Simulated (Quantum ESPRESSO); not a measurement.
# Au6GaAl: one composition in several site orders

Simulated, not a measurement. The program is pw.x of Quantum ESPRESSO 7.5 (plane-wave density functional theory). The cell is made up: eight metal atoms on a face-centred cubic lattice, with elements, volume, strain and displacements drawn at random and not relaxed, so it may be unstable or far from any real phase. PseudoDojo standard norm-conserving files set the functional (PBE unless stated); there is no spin polarisation or spin-orbit coupling, the Fermi-Dirac width of 0.25 eV means electrons at about 2900 K, and the masses in the input are unused placeholders. Heavy elements are run without spin-orbit coupling, which real alloys of them have.

The runs put one composition on the sites in different orders. Cell, positions, cutoff, mesh and smearing stay as in the input of run 1; sites are counted in its order. Stress in the tables is positive in tension.

Input of run 1:

```
&control calculation='scf', pseudo_dir='./dojo.nc.sr.pbe.v0_5.standard.upf', outdir='./o', disk_io='medium', tprnfor=.true., tstress=.true. /
&system ibrav=0, nat=8, ntyp=3, nbnd=73, ecutwfc=79.96652505, nosym=.true., tot_charge=0,
 occupations='smearing', smearing='fd', degauss=0.0183746611
/
&electrons conv_thr=1.470e-08, electron_maxstep=70, mixing_beta=0.5 /
ATOMIC_SPECIES
Al 1.0 Al.upf
Au 1.0 Au.upf
Ga 1.0 Ga.upf
CELL_PARAMETERS angstrom
2.0717 4.1434 2.0717
0.0 4.1434 -4.1434
-4.1434 4.1434 0.0
ATOMIC_POSITIONS angstrom
Au 0.015 0.0169 -0.0254
Au -2.0705 2.0447 0.0205
Ga -0.0198 2.0952 -2.0788
Au -2.0927 4.0972 -2.0594
Au 0.0102 4.1109 -0.0277
Al -2.0381 6.1675 -0.0219
Au -0.0158 6.239 -2.066
Au -2.0925 8.3057 -2.0803
K_POINTS automatic
5 5 5 1 1 1
```

```
run  elements on sites 1 to 8  free energy less that of run 1 (eV)  -TS (eV)  pressure (GPa)  stress xx (GPa)  stress yy (GPa)  stress zz (GPa)  stress yz (GPa)  stress xz (GPa)  stress xy (GPa)  iterations
  1   Au Au Ga Au Au Al Au Au                                0.000    -0.541           -1.85             1.60             2.42             1.54            -0.12            -0.67            -0.01          10
  2   Au Au Au Au Au Au Ga Al                                0.085    -0.512           -1.52             0.84             1.18             2.53            -0.08             0.00             1.02          10
  3   Au Au Au Au Au Ga Al Au                                0.137    -0.538           -1.42             0.77             2.70             0.81             0.03             1.66             0.09          10
  4   Al Au Au Au Au Au Ga Au                                0.124    -0.549           -1.36             1.62             0.79             1.66            -0.74            -0.05            -0.75          10
```

Forces Fx Fy Fz (eV/Å):

```
site              run 1             run 2              run 3              run 4
   1    0.16 0.04 -0.15   0.06 -0.04 0.50   -0.24 -0.05 0.22   0.21 -0.01 -0.21
   2  -0.37 -0.09 -0.29  -0.15 -0.02 0.43    0.15 -0.01 0.20    0.22 -0.07 0.17
   3   -0.02 0.01 -0.08  0.22 -0.17 -0.48  -0.07 -0.17 -0.25  -0.03 -0.17 -0.23
   4    -0.13 0.12 0.13  -0.18 0.09 -0.60    0.10 0.11 -0.32    0.05 0.16 -0.24
   5   0.12 -0.01 -0.01    0.13 0.05 0.11     0.01 0.04 0.21     0.35 0.07 0.50
   6     0.11 0.00 0.19   -0.11 0.11 0.08    -0.08 0.05 0.06    -0.41 0.11 0.22
   7    0.16 -0.08 0.17  0.03 -0.01 -0.05   0.07 -0.01 -0.09   -0.11 -0.02 0.08
   8    -0.03 0.00 0.06   0.00 -0.01 0.01    0.08 0.05 -0.04  -0.28 -0.07 -0.28
```

The sites are displaced and not relaxed, so the energy differences mix bonding between neighbours with strain and are not ordering energies. A rerun of one cell of this series at a higher cutoff and on a denser mesh moved values by no more than 0.019 eV in energy, 0.20 GPa in stress and 0.003 eV/Å in force, and a second program with other atomic files agreed on that cell to 2 % rms in force and 0.5 GPa in pressure.